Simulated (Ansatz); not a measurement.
NaCl:
```xyz
2
Lattice="0.0000 2.7321 2.7321 2.7321 0.0000 2.7321 2.7321 2.7321 0.0000" Properties=species:S:1:pos:R:3 pbc="T T T"
Na     0.0000     0.0000     0.0000
Cl     2.7321     2.7321     2.7321
```

Relaxed with LDA. Special points in fractions of this cell's reciprocal vectors: Γ (0.000, 0.000, 0.000); X (0.500, 0.000, 0.500); U (0.625, 0.250, 0.625); K (0.375, 0.375, 0.750); L (0.500, 0.500, 0.500); W (0.500, 0.250, 0.750).

Problem. List the band energies nearest the valence-band maximum at these points for LDA (plane waves, PAW; program Ansatz).

Solution. In eV from the valence-band maximum; about four levels below and three above (degenerate sets whole), none deeper than 8.9 eV; points with the same levels are listed once.

```
k              below                   above
-  -----------------  ----------------------
Γ     0.00 0.00 0.00  5.07 10.83 10.83 10.83
X  -2.01 -0.72 -0.72         7.41 7.60 11.63
U  -1.71 -1.37 -0.61         8.01 8.97 10.66
L  -2.33 -0.33 -0.33        7.04 10.80 10.80
W  -1.45 -1.45 -0.93          8.84 9.58 9.58
```

Space group Fm-3m (rock salt). The cell was relaxed with LDA under the symmetry of its start; phonons on a q-mesh show no instability.

Potentials: the later of the program's two PAW sets.
